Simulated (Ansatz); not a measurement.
Surface calculation: rocksalt HfN (100), 3 layers

The slab is cut from the rocksalt crystal, which needn't be the stable phase, as relaxed on PAW files (11.15 Å³/atom), with 16 Å of vacuum and a dipole correction:

```xyz
6
Lattice="3.1594 0.0000 0.0000 0.0000 3.1594 0.0000 0.0000 0.0000 20.4681" Properties=species:S:1:pos:R:3 pbc="T T T"
Hf    0.7899    0.7899    8.0000
N     2.3696    2.3696    8.0000
Hf    2.3696    2.3696   10.2340
N     0.7899    0.7899   10.2340
Hf    0.7899    0.7899   12.4681
N     2.3696    2.3696   12.4681
```

Level of theory: DFT with LDA, scalar-relativistic, in Ansatz 0.2.0; a Γ-centred 13×13×1 k mesh, Fermi–Dirac smearing of 0.08 eV, no spin polarisation. LAPW: all electrons, basis error target 1 meV/atom; PAW: frozen-core files, cutoff 420 eV.

The bulk energy comes from a cell in the slab's orientation on a 13×13×9 mesh. The surface energy is (E(slab) − N·E(bulk))/2A at zero smearing, the mean of both faces; thin slabs carry quantum-size effects.

Spin–orbit coupling is left out, which matters for the heavy atoms. The PAW files were made under PBE.

Problem. As cut, the LAPW slab lies 2.586 eV above 6 atoms of bulk. What surface energy is that?

Solution. Over two faces of 9.98 Å² it is 129.5 meV/Å², and times 16.02 J/m² per eV/Å² that gives γ = 2.075 J/m².

Problem. What do relaxation and the other method give, and what work function comes out?

Solution. 

```tsv
method	γ as cut (J/m²)	γ relaxed (J/m²)	Φ as cut (eV)	Φ relaxed (eV)
LAPW	2.075	1.845	3.27	2.69
PAW	2.078	1.847	3.27	2.69
```

Problem. How do the spacings between the planes relax?

Solution. From the bottom face up: d12 -1.0 % of 2.234 Å, d23 -1.0 % of 2.234 Å. The outer plane rumples by 0.200 Å.

Problem. A core hole in the 4f shell of Hf is made on one Hf atom of each kind in every 1×1 cell (PAW hole dataset, neutral cell, valence without spin). What does it cost by layer?

Solution. layer 1 16.51 eV, layer 2 16.08 eV. Shifts between layers mean more than the absolute values, and a whole layer of holes screens otherwise than one hole.
